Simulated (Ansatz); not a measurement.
Input file for Ansatz (a program for electronic structure):

Ansatz 0.2 input:
```yaml
crystal:
  lattice:
    - [4.0564104761, 0.0, 0.0]
    - [-2.0282052381, 3.5129545205, 0.0]
    - [0.0, 0.0, 5.5243987367]
  atoms:
    - { symbol: Sb, position: [0.3333333333, 0.6666666667, 0.25] }
    - { symbol: Sb, position: [0.6666666667, 0.3333333333, 0.75] }
    - { symbol: Pd, position: [0.0, 0.0, 0.0] }
    - { symbol: Pd, position: [0.0, 0.0, 0.5] }
kpoints:
  mp_grid: { grid: [20, 20, 13] }
hamiltonian:
  xc: lda
  pseudopotentials: { kind: paw }
scf:
  occupations: { method: fermi_dirac, width: 0.1 }
elastic: { mode: relaxed_ion, stencil: two_point, amplitude: 0.005, f_tol: 0.0005 }
```

Output (shortened):

```
Pseudopotentials: kind: paw
Pseudopotential: Sb, paw, valence charge 15
Pseudopotential: Pd, paw, valence charge 18
Functional definition: SPW92
Crystal: 4 atoms, lattice volume = 78.723 Å³
Basis set: ecut = 420 eV, 1519 PW (Γ)
Bands: 40, of which v1, the nominal top of the filled ones, is band 33 counted from 1 (32 counted from 0)
Symmetry: 24 space group operations
Space group: P63/mmc (ITA 194), of the structure as read, at distance tolerance 4.3e-5 Å
k-points: 308 of 5200
PAW frozen core: Sb, regenerated for the run's functional, and the local potential with it
PAW frozen core: Pd, regenerated for the run's functional, and the local potential with it
Initial wavefunctions: pseudopotential atomic-orbital guess
Eigensolver: davidson
Functional: x = slater, c = lda
all-band conjugate gradients solve this SCF's bands
SCF 1 converged in 9 iterations: F = -26362.691064 eV  dr2 = 3.14e-14
Crystal: 4 atoms, lattice volume = 78.329 Å³
Symmetry: 8 space group operations
k-points: 777 of 5200
Initial density: handed on by an earlier stage of this run
Initial wavefunctions: pseudopotential atomic-orbital guess (no wavefunctions were taken with the density)
SCF 2 converged in 12 iterations: F = -26362.689477 eV  dr2 = 9.73e-14
relax step   1: F+E_penalty+E_count = -26362.68947703 eV  Δ(F+E_penalty+E_count) = +0.000e0 eV  max|allowed force component| = 3.668e-2 eV/Å  Δτ_max = 0.0000 Å  (12 SCF iters, accepted)
density extrapolation: transplant  |δρ|_rms = 5.101e-2 e/Å³  SAD shift = 2.193e-2 e/Å³
Crystal: 4 atoms, lattice volume = 78.329 Å³
Initial wavefunctions: those handed on with the density
SCF 3 converged in 8 iterations: F = -26362.689617 eV  dr2 = 5.87e-14
relax step   2: F+E_penalty+E_count = -26362.68961702 eV  Δ(F+E_penalty+E_count) = -1.400e-4 eV  max|allowed force component| = 1.645e-2 eV/Å  Δτ_max = 0.0069 Å  (8 SCF iters, accepted)
density extrapolation: transplant  |δρ|_rms = 5.101e-2 e/Å³  SAD shift = 6.791e-3 e/Å³
Crystal: 4 atoms, lattice volume = 78.329 Å³
SCF 4 converged in 8 iterations: F = -26362.689652 eV  dr2 = 4.58e-14
relax step   3: F+E_penalty+E_count = -26362.68965183 eV  Δ(F+E_penalty+E_count) = -3.481e-5 eV  max|allowed force component| = 8.829e-5 eV/Å  Δτ_max = 0.0021 Å  (8 SCF iters, accepted)
Crystal: 4 atoms, lattice volume = 78.329 Å³
SCF 5 converged in 6 iterations: F = -26362.689652 eV  dr2 = 6.83e-19
Crystal: 4 atoms, lattice volume = 79.116 Å³
Basis set: ecut = 420 eV, 1559 PW (Γ)
SCF 6 converged in 11 iterations: F = -26362.690257 eV  dr2 = 1.22e-15
relax step   1: F+E_penalty+E_count = -26362.69025716 eV  Δ(F+E_penalty+E_count) = +0.000e0 eV  max|allowed force component| = 3.461e-2 eV/Å  Δτ_max = 0.0000 Å  (11 SCF iters, accepted)
density extrapolation: transplant  |δρ|_rms = 5.057e-2 e/Å³  SAD shift = 1.414e-2 e/Å³
Crystal: 4 atoms, lattice volume = 79.116 Å³
SCF 7 converged in 8 iterations: F = -26362.690418 eV  dr2 = 4.39e-15
relax step   2: F+E_penalty+E_count = -26362.69041788 eV  Δ(F+E_penalty+E_count) = -1.607e-4 eV  max|allowed force component| = 1.539e-3 eV/Å  Δτ_max = 0.0045 Å  (8 SCF iters, accepted)
density extrapolation: transplant  |δρ|_rms = 5.057e-2 e/Å³  SAD shift = 6.578e-4 e/Å³
Crystal: 4 atoms, lattice volume = 79.116 Å³
SCF 8 converged in 6 iterations: F = -26362.690418 eV  dr2 = 5.51e-15
relax step   3: F+E_penalty+E_count = -26362.69041820 eV  Δ(F+E_penalty+E_count) = -3.205e-7 eV  max|allowed force component| = 8.156e-6 eV/Å  Δτ_max = 0.0002 Å  (6 SCF iters, accepted)
Crystal: 4 atoms, lattice volume = 79.116 Å³
SCF 9 converged in 2 iterations: F = -26362.690418 eV  dr2 = 5.04e-15
density extrapolation: transplant  |δρ|_rms = 5.079e-2 e/Å³  SAD shift = 9.465e-3 e/Å³
Crystal: 4 atoms, lattice volume = 78.329 Å³
SCF 10 converged in 9 iterations: F = -26362.689723 eV  dr2 = 2.86e-16
density extrapolation: first-order (α = -2.000)  |δρ|_rms = 5.079e-2 e/Å³  SAD shift = 9.392e-3 e/Å³
Crystal: 4 atoms, lattice volume = 79.116 Å³
Basis set: ecut = 420 eV, 1543 PW (Γ)
SCF 11 converged in 6 iterations: F = -26362.689991 eV  dr2 = 4.11e-14
Crystal: 4 atoms, lattice volume = 78.722 Å³
Basis set: ecut = 420 eV, 1531 PW (Γ)
Symmetry: 4 space group operations
k-points: 1371 of 5200
SCF 12 converged in 10 iterations: F = -26362.690765 eV  dr2 = 3.17e-15
relax step   1: F+E_penalty+E_count = -26362.69076546 eV  Δ(F+E_penalty+E_count) = +0.000e0 eV  max|allowed force component| = 3.700e-4 eV/Å  Δτ_max = 0.0000 Å  (10 SCF iters, accepted)
Crystal: 4 atoms, lattice volume = 78.722 Å³
SCF 13 converged in 2 iterations: F = -26362.690765 eV  dr2 = 2.47e-15
Crystal: 4 atoms, lattice volume = 78.722 Å³
SCF 14 converged in 10 iterations: F = -26362.690765 eV  dr2 = 3.04e-15
relax step   1: F+E_penalty+E_count = -26362.69076546 eV  Δ(F+E_penalty+E_count) = +0.000e0 eV  max|allowed force component| = 3.700e-4 eV/Å  Δτ_max = 0.0000 Å  (10 SCF iters, accepted)
Crystal: 4 atoms, lattice volume = 78.722 Å³
SCF 15 converged in 2 iterations: F = -26362.690765 eV  dr2 = 2.22e-15
SCF converged after 9 iterations
Free energy (F): -26362.691064 eV
Harris-Foulkes:  -26362.691064 eV  (|F-HF|=1.09e-11)
Internal energy: -26362.632022 eV  (E = F + TS)
E sigma→0 (E₀):  -26362.661543 eV
Entropy (-TS):   -0.059042 eV (-14.760 meV/atom)
Fermi energy:    15.520042 eV
--- Per-component energies (eV) ---
  E_band       = -638.995684
  E_kinetic    = 1451.897573
  E_local      = -7228.913272  (includes V_loc(G=0)·N_el)
  E_nonlocal   = 1181.115259
  E_hartree    = 3120.295770
  E_xc         = -614.733535
  E_vxc        = -622.229241  (∫ρ·V_xc dr)
  E_paw        = -16102.994552  (= ΣΔE_a)
  E_vpaw       = -1661.457932  (= ΣTr[D̂ρ^β])
  E_aug_tail   = 0.000383  (compensation charges beyond the density's cutoff)
  E_ewald      = -8171.778761
  E_core_change = 2.479115  (= ΣΔE_core)
  E_smearing   = -0.059042  (= −TS)
  E_closure    =  0.000000  (closes the sum)
  Σ components = -26362.691064   (vs F -26362.691064, Δ=0.00e0)
--- Forces (eV/Å), atoms counted from 1 ---
  atom   1  Sb     0.00000000     0.00000000     0.00000000
  atom   2  Sb     0.00000000     0.00000000     0.00000000
  atom   3  Pd     0.00000000     0.00000000     0.00000000
  atom   4  Pd     0.00000000     0.00000000     0.00000000
  max |Σ_I F_I| component: 0.0 eV/Å
--- Stress (GPa, compression-positive) ---
        0.153096       0.000000       0.000000
        0.000000       0.153096       0.000000
        0.000000       0.000000       0.047605
  P = ⅓ Tr σ = 0.1179 GPa (1.179 kbar)
  The stress holds the Pulay correction. Without it, at fixed plane waves, as pw.x and ABINIT print it: P = 0.0640 GPa
  The stress includes an estimate of the error left by incomplete SCF convergence (largest component 0.0000 GPa).
--- Band table (eV; the first three rows and the last of 308) ---
  k-point 0: bands = ["-69.3188", "-69.3008", "-35.2211", "-35.1438", "-35.1438", "-35.1223", "-35.1223", "-35.0035", "-13.6743", "-13.6743", "-13.6493", "-13.6493", "-13.6483", "-13.6444", "-13.6435", "-13.6435", "-13.6363", "-13.6363", "3.1438", "6.6391", …
  k-point 1: bands = ["-69.3185", "-69.3010", "-35.2179", "-35.1434", "-35.1434", "-35.1226", "-35.1226", "-35.0067", "-13.6738", "-13.6738", "-13.6495", "-13.6495", "-13.6482", "-13.6445", "-13.6435", "-13.6435", "-13.6365", "-13.6365", "3.1725", "6.5000", …
  k-point 2: bands = ["-69.3178", "-69.3018", "-35.2087", "-35.1425", "-35.1425", "-35.1236", "-35.1236", "-35.0161", "-13.6726", "-13.6726", "-13.6502", "-13.6502", "-13.6480", "-13.6446", "-13.6433", "-13.6433", "-13.6372", "-13.6372", "3.2584", "6.1615", …
  k-point 307: bands = ["-69.3108", "-69.3086", "-35.1364", "-35.1362", "-35.1337", "-35.1335", "-35.1257", "-35.0996", "-13.6639", "-13.6637", "-13.6602", "-13.6544", "-13.6422", "-13.6417", "-13.6402", "-13.6392", "-13.6327", "-13.6327", "5.6341", "5.6422", …
  band table: 40 of 40 bands, residual norms ≤ 1.0e-3 eV
--- Elastic constants: 3 strain directions × 2 members + reference (group order 24) ---
  dense FFT box of the reference and of every strained cell: 30×30×40
  strains applied: 11, 33, 23; error gains …
  C = ∂σ_k/∂η_j (tension-positive GPa; Voigt order 11 22 33 23 13 12):
       167.674    122.864    102.326      0.000      0.000      0.000
       122.864    167.674    102.326      0.000      0.000      0.000
       102.196    102.196    196.940      0.000      0.000      0.000
         0.000      0.000      0.000     48.743      0.000      0.000
         0.000      0.000      0.000      0.000     48.743      0.000
         0.000      0.000      0.000      0.000      0.000     22.405
  reference stress σ⁰ (GPa):     -0.153     -0.153     -0.048      0.000      0.000      0.000
  moduli (Voigt/Reuss/Hill, GPa): K = 131.90/131.83/131.87   G = 37.64/32.87/35.26   E = 97.11   ν = 0.377
  mechanically stable: yes (min eigenvalue of sym C = 22.41 GPa)
  strain η (Voigt 11):  stress-route row diagonal C_11 = 167.67 GPa, energy-path curvature d²(F+E_count+ΔE)/dδ²/Ω₀ = 167.67 GPa
         δ    σ_11 (GPa)             F (eV)   n_scf  n_hpsi   n_pw
    -5.000e-3      -0.9999      -26362.6896518       6  353440   1550   relax 3 steps, max|allowed force component| 8.83e-5 eV/Å
     5.000e-3       0.6769      -26362.6904182       2  246338   1568   relax 3 steps, max|allowed force component| 8.16e-6 eV/Å
  strain η (Voigt 33):  stress-route row diagonal C_33 = 196.94 GPa, energy-path curvature d²(F+E_count+ΔE)/dδ²/Ω₀ = 196.91 GPa
         δ    σ_33 (GPa)             F (eV)   n_scf  n_hpsi   n_pw
    -5.000e-3      -1.0510      -26362.6897230       9  230038   1553   relax 0 steps, max|allowed force component| 3.70e-17 eV/Å
     5.000e-3       0.9184      -26362.6899906       6  183501   1566   relax 0 steps, max|allowed force component| 8.33e-17 eV/Å
  strain η (Voigt 23):  stress-route row diagonal C_44 = 48.74 GPa, energy-path curvature d²(F+E_count+ΔE)/dδ²/Ω₀ = 48.79 GPa
         δ    σ_23 (GPa)             F (eV)   n_scf  n_hpsi   n_pw
    -5.000e-3      -0.2437      -26362.6907655       2  433122   1559   relax 1 steps, max|allowed force component| 3.70e-4 eV/Å
     5.000e-3       0.2437      -26362.6907655       2  433012   1559   relax 1 steps, max|allowed force component| 3.70e-4 eV/Å
```

Cost: very roughly 20 core-minutes on shared cores.

Space group P6_3/mmc (NiAs type). The first step of the workflow began from a Materials Project structure, measured or hypothetical; the Crystallography Open Database files this formula in space group No. 194, but the cells were not matched. Its standing as an ambient phase is unchecked. Symmetry was held in the LDA relaxation; its stability against distortions is not shown here. The run is not spin-polarised. As this level gives no gap, shear constants depend on the k-mesh and smearing (Fermi–Dirac, 0.1 eV here). Spin–orbit coupling is left out wherever it is not named.

Potentials: the later of the program's two PAW sets.

Ansatz is a plane-wave DFT program.
